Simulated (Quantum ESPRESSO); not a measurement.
## W3MoS3Se5 (input and log of a self-consistent run)

A calculation, not a measurement. The program is pw.x of Quantum ESPRESSO 7.5 (plane-wave density functional theory). The cell is made up: 12 atoms on a layered 2H lattice, with randomly drawn elements, strain and displacements, not relaxed. PseudoDojo standard norm-conserving files (v0.5 for PBE, v0.4.1 for LDA and PBEsol) set the functional; there is no spin polarisation, spin-orbit coupling or dispersion term, and the masses in the input are unused placeholders.

Input:

```
&control calculation='scf', pseudo_dir='./dojo.nc.sr.pbe.v0_5.standard.upf', outdir='./o', disk_io='low', tprnfor=.true., tstress=.true. /
&system ibrav=0, nat=12, ntyp=4, nbnd=83, ecutwfc=107.82251126, nosym=.true., tot_charge=0,
 occupations='smearing', smearing='fd', degauss=0.0018374661
/
&electrons conv_thr=7.350e-09, electron_maxstep=60, /
ATOMIC_SPECIES
Mo 1.0 Mo.upf
S 1.0 S.upf
Se 1.0 Se.upf
W 1.0 W.upf
CELL_PARAMETERS angstrom
3.2389 0.0 0.0
0.0 5.61 0.0
0.0 0.0 12.9234
ATOMIC_POSITIONS angstrom
W 0.0418 1.7837 3.2786
Mo 1.5726 0.891 9.689
W 1.623 4.7373 3.215
W -0.0312 3.7677 9.7096
S -0.0632 1.7608 8.0666
Se 0.011 1.9237 11.3766
S 1.7586 0.928 1.6169
Se 1.6332 0.7474 4.7894
Se 1.5418 4.6781 8.122
S 1.6397 4.7025 11.3932
Se 0.0804 3.7523 1.6557
Se 0.0768 3.6837 4.866
K_POINTS automatic
9 6 4 1 1 1
```

The log is shortened where brackets say so; the opening notice, blank lines, dates and the lines on written files are dropped, and the path of the files is cut. It prints rydbergs, bohrs and kilobars, and counts compression as positive stress. With no partly filled state, the Fermi energy that it prints is only some level between the filled and the empty states on the mesh, and need not lie in the true gap.

```
     Program PWSCF v.7.5
     Parallel version (MPI & OpenMP), running on       4 processor cores
     Number of MPI processes:                 4
     Threads/MPI process:                     1
     [start-up lines left out]
     bravais-lattice index     =            0
     lattice parameter (alat)  =       6.1206  a.u.
     unit-cell volume          =    1584.6516 (a.u.)^3
     number of atoms/cell      =           12
     number of atomic types    =            4
     number of electrons       =       154.00
     number of Kohn-Sham states=           83
     kinetic-energy cutoff     =     107.8225  Ry
     charge density cutoff     =     431.2900  Ry
     scf convergence threshold =      7.3E-09
     mixing beta               =       0.7000
     number of iterations used =            8  plain     mixing
     Exchange-correlation= PBE
                           (   1   4   3   4   0   0   0)
     [axes and pseudopotential details left out]
   Cartesian axes
     site n.     atom                  positions (alat units)
         1        W      tau(   1) = (   0.0129056   0.5507117   1.0122572  )
         2        Mo     tau(   2) = (   0.4855352   0.2750934   2.9914477  )
         3        W      tau(   3) = (   0.5010961   1.4626262   0.9926210  )
         4        W      tau(   4) = (  -0.0096329   1.1632653   2.9978079  )
         5        S      tau(   5) = (  -0.0195128   0.5436414   2.4905369  )
         6        Se     tau(   6) = (   0.0033962   0.5939362   3.5124888  )
         7        S      tau(   7) = (   0.5429621   0.2865170   0.4992127  )
         8        Se     tau(   8) = (   0.5042453   0.2307574   1.4787119  )
         9        Se     tau(   9) = (   0.4760258   1.4443484   2.5076415  )
        10        S      tau(  10) = (   0.5062521   1.4518818   3.5176140  )
        11        Se     tau(  11) = (   0.0248232   1.1585106   0.5111921  )
        12        Se     tau(  12) = (   0.0237118   1.1373306   1.5023619  )
     number of k points=   108  Fermi-Dirac smearing, width (Ry)=  0.0018
     Number of k-points >= 100: set verbosity='high' to print them.
     Dense  grid:   239495 G-vectors     FFT dimensions: (  45,  72, 162)
     Estimated max dynamical RAM per process >       1.47 GB
     Estimated total dynamical RAM >       5.72 GB
     Initial potential from superposition of free atoms
     starting charge     153.9966, renormalised to     154.0000
     Starting wfcs are   97 randomized atomic wfcs
     total cpu time spent up to now is       42.0 secs
     per-process dynamical memory:  1326.3 Mb
     Self-consistent Calculation
     iteration #  1     ecut=   107.82 Ry     beta= 0.70
     Davidson diagonalization with overlap
     ethr =  1.00E-02,  avg # of iterations =  2.0
     Threshold (ethr) on eigenvalues was too large:
     Diagonalizing with lowered threshold
     Davidson diagonalization with overlap
     ethr =  4.56E-04,  avg # of iterations =  2.6
     total cpu time spent up to now is      258.4 secs
     total energy              =   -1874.13274815 Ry
     estimated scf accuracy    <       0.74686024 Ry
     iteration #  2     ecut=   107.82 Ry     beta= 0.70
     Davidson diagonalization with overlap
     ethr =  4.85E-04,  avg # of iterations =  9.2
     total cpu time spent up to now is      430.5 secs
     total energy              =   -1872.50801377 Ry
     estimated scf accuracy    <      21.09742618 Ry
     iteration #  3     ecut=   107.82 Ry     beta= 0.70
     Davidson diagonalization with overlap
     ethr =  4.85E-04,  avg # of iterations = 13.6
     total cpu time spent up to now is      607.9 secs
     total energy              =   -1873.18666397 Ry
     estimated scf accuracy    <      22.69063448 Ry
     iteration #  4     ecut=   107.82 Ry     beta= 0.70
     Davidson diagonalization with overlap
     ethr =  4.85E-04,  avg # of iterations =  9.9
     total cpu time spent up to now is      750.3 secs
     total energy              =   -1874.45625463 Ry
     estimated scf accuracy    <       0.53181413 Ry
     iteration #  5     ecut=   107.82 Ry     beta= 0.70
     Davidson diagonalization with overlap
     ethr =  3.45E-04,  avg # of iterations =  2.8
     total cpu time spent up to now is      850.7 secs
     total energy              =   -1874.50680066 Ry
     estimated scf accuracy    <       0.09759011 Ry
     [iterations 6 to 18 left out]
     iteration # 19     ecut=   107.82 Ry     beta= 0.70
     Davidson diagonalization with overlap
     ethr =  6.71E-10,  avg # of iterations =  2.0
     total cpu time spent up to now is     2550.9 secs
     total energy              =   -1874.52618652 Ry
     estimated scf accuracy    <       0.00000037 Ry
     iteration # 20     ecut=   107.82 Ry     beta= 0.70
     Davidson diagonalization with overlap
     ethr =  2.42E-10,  avg # of iterations =  2.0
     total cpu time spent up to now is     2651.7 secs
     total energy              =   -1874.52618652 Ry
     estimated scf accuracy    <       0.00000017 Ry
     iteration # 21     ecut=   107.82 Ry     beta= 0.70
     Davidson diagonalization with overlap
     ethr =  1.12E-10,  avg # of iterations =  2.6
     total cpu time spent up to now is     2758.1 secs
     total energy              =   -1874.52618652 Ry
     estimated scf accuracy    <       0.00000004 Ry
     iteration # 22     ecut=   107.82 Ry     beta= 0.70
     Davidson diagonalization with overlap
     ethr =  2.64E-11,  avg # of iterations =  5.1
     total cpu time spent up to now is     2885.3 secs
     total energy              =   -1874.52618653 Ry
     estimated scf accuracy    <       0.00000002 Ry
     iteration # 23     ecut=   107.82 Ry     beta= 0.70
     Davidson diagonalization with overlap
     ethr =  1.08E-11,  avg # of iterations =  2.0
     total cpu time spent up to now is     2996.9 secs
     End of self-consistent calculation
     Number of k-points >= 100: set verbosity='high' to print the bands.
     the Fermi energy is    12.8177 ev
!    total energy              =   -1874.52618653 Ry
     estimated scf accuracy    <          1.9E-09 Ry
     smearing contrib. (-TS)   =      -0.00000000 Ry
     internal energy E=F+TS    =   -1874.52618653 Ry
     The total energy is F=E-TS. E is the sum of the following terms:
     one-electron contribution =   -1066.67483278 Ry
     hartree contribution      =     585.46921147 Ry
     xc contribution           =    -381.57839207 Ry
     ewald contribution        =   -1011.74217315 Ry
     convergence has been achieved in  23 iterations
     Forces acting on atoms (cartesian axes, Ry/au):
     atom    1 type  4   force =     0.01417443    0.01518753   -0.10892633
     atom    2 type  1   force =     0.01598811    0.05183615    0.04246161
     atom    3 type  4   force =     0.07055124   -0.12246310   -0.07986596
     atom    4 type  4   force =    -0.01082492   -0.03946643    0.06582309
     atom    5 type  2   force =     0.00496792    0.04006424    0.05041037
     atom    6 type  3   force =    -0.01582036   -0.02686964    0.00313784
     atom    7 type  2   force =    -0.03455198    0.01005867    0.02385621
     atom    8 type  3   force =     0.01303939    0.12143019    0.19021383
     atom    9 type  3   force =     0.02098798   -0.02159974   -0.09315101
     atom   10 type  2   force =    -0.01381523   -0.00429558   -0.06904201
     atom   11 type  3   force =    -0.03586576   -0.02844061   -0.06899331
     atom   12 type  3   force =    -0.02883081    0.00455831    0.04407568
     Total force =     0.362942     Total SCF correction =     0.000357
     Computing stress (Cartesian axis) and pressure
          total   stress  (Ry/bohr**3)                   (kbar)     P=       71.28
   0.00034264   0.00004304  -0.00000680           50.40        6.33       -1.00
   0.00004304   0.00051436   0.00017122            6.33       75.67       25.19
  -0.00000680   0.00017122   0.00059674           -1.00       25.19       87.78
     init_run     :     39.81s CPU     41.42s WALL (       1 calls)
     electrons    :   2903.60s CPU   2955.02s WALL (       1 calls)
     forces       :     20.88s CPU     21.08s WALL (       1 calls)
     stress       :     73.63s CPU     75.49s WALL (       1 calls)
     [timing details left out]
     PWSCF        :  50m38.92s CPU  51m37.61s WALL
     JOB DONE.
```

In other units: free energy -25504.228 eV for the cell, pressure 7.13 GPa, largest force component 4.891 eV/Å. This run is the check on a run of the same cell at a cutoff of 1170 eV and k mesh 7 x 4 x 2: rerunning at a cutoff of 1467 eV and k mesh 9 x 6 x 4 moved values by no more than 0.004 eV in energy, 0.03 GPa in stress and 0.008 eV/Å in force.